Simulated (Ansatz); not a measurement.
## AlRu under compression and expansion

```cif
data_structure
_symmetry_space_group_name_H-M 'Pm-3m'
_symmetry_Int_Tables_number 221
_cell_length_a 2.9916
_cell_length_b 2.9916
_cell_length_c 2.9916
_cell_angle_alpha 90.000
_cell_angle_beta 90.000
_cell_angle_gamma 90.000
_cell_volume 26.77
loop_
_atom_site_label
_atom_site_type_symbol
_atom_site_symmetry_multiplicity
_atom_site_Wyckoff_symbol
_atom_site_fract_x
_atom_site_fract_y
_atom_site_fract_z
_atom_site_occupancy
Al1 Al 1 a 0.00000 0.00000 0.00000 1
Ru1 Ru 1 b 0.50000 0.50000 0.50000 1
```

The runs use the primitive cell with vectors (2.992, 0.000, 0.000), (0.000, 2.992, 0.000), (0.000, 0.000, 2.992) Å, to which the k mesh refers.

The geometry is COD entry 1527371, unchecked; take it as a test cell.

Spin polarisation is left out, and whether a magnetic state lies lower isn't shown here.

Levels of theory: DFT, PBEsol, all-electron LAPW, scalar-relativistic (Ansatz 0.2.0); DFT, PBEsol, PAW with Ansatz's default frozen-core files, scalar-relativistic (Ansatz 0.2.0).

For LAPW: a Γ-centred 12×12×12 k mesh, Fermi–Dirac smearing of 0.05 eV, basis error target 1 meV/atom, no spin polarisation. PAW takes a cutoff of 420 eV at this cell (files made with PBE, cores remade for this functional). The Ansatz runs share mesh, smearing and spin set-up. Plane-wave (PAW) pressures include the program's estimate of the Pulay term.

The cell above is scaled evenly, with fractional coordinates and shape held.

```json
{"V/V(cell)": "0.9400", "V (Å³/atom)": "12.584", "P, LAPW (GPa)": "11.06", "P, PAW (GPa)": "11.16", "free energy over the lowest listed, PAW (meV/atom)": "19.6"}
{"V/V(cell)": "0.9600", "V (Å³/atom)": "12.851", "P, LAPW (GPa)": "5.70", "P, PAW (GPa)": "5.77", "free energy over the lowest listed, PAW (meV/atom)": "5.5"}
{"V/V(cell)": "0.9800", "V (Å³/atom)": "13.119", "P, LAPW (GPa)": "0.89", "P, PAW (GPa)": "0.95", "free energy over the lowest listed, PAW (meV/atom)": "0.0"}
{"V/V(cell)": "0.9900", "V (Å³/atom)": "13.253", "P, LAPW (GPa)": "-1.33", "P, PAW (GPa)": "-1.27", "free energy over the lowest listed, PAW (meV/atom)": "0.1"}
{"V/V(cell)": "1.0000", "V (Å³/atom)": "13.387", "P, LAPW (GPa)": "-3.42", "P, PAW (GPa)": "-3.38", "free energy over the lowest listed, PAW (meV/atom)": "2.1"}
{"V/V(cell)": "1.0100", "V (Å³/atom)": "13.521", "P, LAPW (GPa)": "-5.41", "P, PAW (GPa)": "-5.37", "free energy over the lowest listed, PAW (meV/atom)": "5.8"}
{"V/V(cell)": "1.0200", "V (Å³/atom)": "13.655", "P, LAPW (GPa)": "-7.29", "P, PAW (GPa)": "-7.25", "free energy over the lowest listed, PAW (meV/atom)": "11.0"}
{"V/V(cell)": "1.0400", "V (Å³/atom)": "13.922", "P, LAPW (GPa)": "-10.75", "P, PAW (GPa)": "-10.73", "free energy over the lowest listed, PAW (meV/atom)": "26.1"}
{"V/V(cell)": "1.0600", "V (Å³/atom)": "14.190", "P, LAPW (GPa)": "-13.85", "P, PAW (GPa)": "-13.84", "free energy over the lowest listed, PAW (meV/atom)": "46.7"}
```

Question: What do Birch–Murnaghan fits to the pressures give?

Answer: LAPW: V0 = 13.17 Å³/atom, B0 = 219 GPa, B0′ = 4.4; PAW: V0 = 13.18 Å³/atom, B0 = 219 GPa, B0′ = 4.4.

PAW's V0 lies 0.03 % from the all-electron value and its B0 0.2 %. Symmetry fixes shape and coordinates here, so this is the relaxed modulus.
